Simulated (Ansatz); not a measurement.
MoS₂:
```cif
data_Mo2S4
_chemical_formula_sum 'Mo2 S4'
_space_group_name_H-M_alt 'P 1'
_space_group_IT_number 1
_cell_length_a 3.18505
_cell_length_b 3.18505
_cell_length_c 14.80475
_cell_angle_alpha 90.000
_cell_angle_beta 90.000
_cell_angle_gamma 120.000
loop_
_space_group_symop_operation_xyz
  'x, y, z'
loop_
_atom_site_label
_atom_site_type_symbol
_atom_site_fract_x
_atom_site_fract_y
_atom_site_fract_z
_atom_site_occupancy
Mo1 Mo 0.33333 0.66667 0.25000 1
Mo2 Mo 0.66667 0.33333 0.75000 1
S1 S 0.33333 0.66667 0.64445 1
S2 S 0.66667 0.33333 0.14445 1
S3 S 0.66667 0.33333 0.35555 1
S4 S 0.33333 0.66667 0.85555 1
```

Relaxed with PBE.

Q: Which orbitals make up the states near the band edges in the program Ansatz at the PBE level (PAW)?

A: Top 1 eV of the valence band: Mo 4d 67 %, S 3p 29 %. Bottom 1 eV of the conduction band: Mo 4d 63 %, S 3p 32 %. Projections are on Löwdin-orthogonalised atomic valence shells; empty p or d shells of many metals are not among them.

Q: Tabulate the density of states.

A: States/eV per cell of 6 atoms, in 0.25 eV bins, energy from the valence-band maximum.

```
E (eV)  total  S 3p  Mo 4d  S 3s
------  -----  ----  -----  ----
-7.85    0.00  0.00   0.00  0.00
-7.60    0.00  0.00   0.00  0.00
-7.35    0.00  0.00   0.00  0.00
-7.10    0.00  0.00   0.00  0.00
-6.85    0.00  0.00   0.00  0.00
-6.60    0.00  0.00   0.00  0.00
-6.35    0.00  0.00   0.00  0.00
-6.10    0.00  0.00   0.00  0.00
-5.85    2.07  1.36   0.46  0.07
-5.60    4.40  2.67   1.32  0.12
-5.35    7.90  4.65   2.73  0.13
-5.10    6.00  3.69   1.99  0.11
-4.85    2.81  1.95   0.71  0.09
-4.60    1.63  1.10   0.45  0.05
-4.35    1.97  1.25   0.58  0.09
-4.10    9.86  5.96   2.61  0.74
-3.85    5.44  3.30   1.37  0.42
-3.60    2.96  1.82   0.93  0.11
-3.35   10.31  6.33   3.63  0.18
-3.10    4.78  2.99   1.64  0.06
-2.85    3.56  2.00   1.45  0.03
-2.60    3.36  1.85   1.41  0.02
-2.35    3.79  2.25   1.40  0.05
-2.10    8.80  6.05   2.31  0.25
-1.85    5.51  4.09   1.15  0.17
-1.60    4.95  4.02   0.70  0.09
-1.35    4.62  4.08   0.38  0.05
-1.10    5.01  2.14   2.63  0.08
-0.85    5.74  1.72   3.74  0.07
-0.60    3.98  1.13   2.70  0.04
-0.35    2.19  0.59   1.53  0.03
-0.10    0.37  0.13   0.23  0.01
0.15     0.00  0.00   0.00  0.00
0.40     0.00  0.00   0.00  0.00
0.65     0.00  0.00   0.00  0.00
0.90     0.00  0.00   0.00  0.00
1.15     0.00  0.00   0.00  0.00
1.40     0.09  0.01   0.08  0.00
1.65     2.21  0.63   1.44  0.02
1.90    10.46  3.08   6.94  0.08
2.15     6.92  2.48   4.09  0.08
2.40    10.25  3.40   6.15  0.24
2.65     6.33  2.21   3.61  0.20
2.90     5.58  2.10   2.94  0.18
3.15     4.64  1.83   2.38  0.15
3.40     3.16  1.35   1.48  0.13
3.65     2.80  1.24   1.27  0.12
3.90     4.50  2.20   2.03  0.11
4.15     4.44  1.94   2.06  0.25
4.40     2.12  0.79   1.07  0.20
4.65     0.50  0.17   0.27  0.05
4.90     0.00  0.00   0.00  0.00
5.15     0.00  0.00   0.00  0.00
5.40     0.00  0.00   0.00  0.00
5.65     0.01  0.00   0.00  0.00
5.90     0.45  0.03   0.01  0.04
6.15     1.37  0.09   0.04  0.08
```

Space group P6_3/mmc. The PBE relaxation kept the symmetry of its start. The run is not spin-polarised. The volume lies over 15 % above that of the usual cell of this phase: another minimum, or an error of the functional. A crystal of weakly bound layers computed without a dispersion correction: the cell and the soft elastic constants depend strongly on that. Scalar-relativistic: spin–orbit coupling is off unless named, which matters more the heavier the elements.

Potentials: the later of the program's two PAW sets.
